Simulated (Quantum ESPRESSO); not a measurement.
# Kohn-Sham bands of TaS$_{2}$ (CdI2 type)

```xyz
3
Lattice="3.3829 0.0000 0.0000 -1.6914 2.9296 0.0000 0.0000 0.0000 6.1680" Properties=species:S:1:pos:R:3 pbc="T T T"
Ta     0.0000     0.0000     0.0000
S     -1.6914     0.9765    -1.5156
S      1.6914    -0.9765     1.5156
```

Materials Project entry mp-1690; symmetrised, unrelaxed at this level. COD (Crystallography Open Database) has the formula in 4 space groups, this one among them (matched by group alone). Level: PBEsol, no spin polarisation, no spin-orbit coupling; pw.x of Quantum ESPRESSO at 47 Ry with PseudoDojo potentials, 12×12×6 k-points, Wannier90. Density: 12×12×6 mesh, cold smearing 0.01 Ry. The cell is built of weakly bound layers, chains or molecules, whose nearest atoms lie 3.70 Å apart. Database cells relaxed without dispersion often hold them too far apart, which can enlarge gaps and weakens couplings between them; spacing and stacking were not compared with the measured crystal. Spin-orbit coupling is left out although heavy elements are present.

Problem. List the Kohn-Sham levels between −8 and 3.0 eV relative to the Fermi level at the high-symmetry points, as a band run of pw.x on that density gives them (levels within 2 meV counted together).

Solution. 
| point | k (reciprocal lattice) | levels (eV) |
|---|---|---|
| Γ | 0.000 0.000 0.000 | -6.68, -3.94 (×2), -1.58, -0.76 (×2), 0.07 (×2), 0.13 |
| M | 0.500 0.000 0.000 | -6.75, -4.61, -4.34, -3.88, -3.27, -2.12, -0.90, 2.37, 2.90 |
| K | 0.333 0.333 0.000 | -5.58, -5.27 (×2), -3.69 (×2), -3.23, 1.23, 1.90 (×2) |
| A | 0.000 0.000 0.500 | -5.73, -3.92 (×2), -3.41, -0.85 (×2), 0.05 (×2), 0.96 |
| L | 0.500 0.000 0.500 | -6.80, -5.05, -4.28, -3.97, -2.36, -1.93, -1.24, 2.37, 2.89 |
| H | 0.333 0.333 0.500 | -5.35, -5.33 (×2), -3.65, -3.51 (×2), 1.28, 1.37 (×2) |
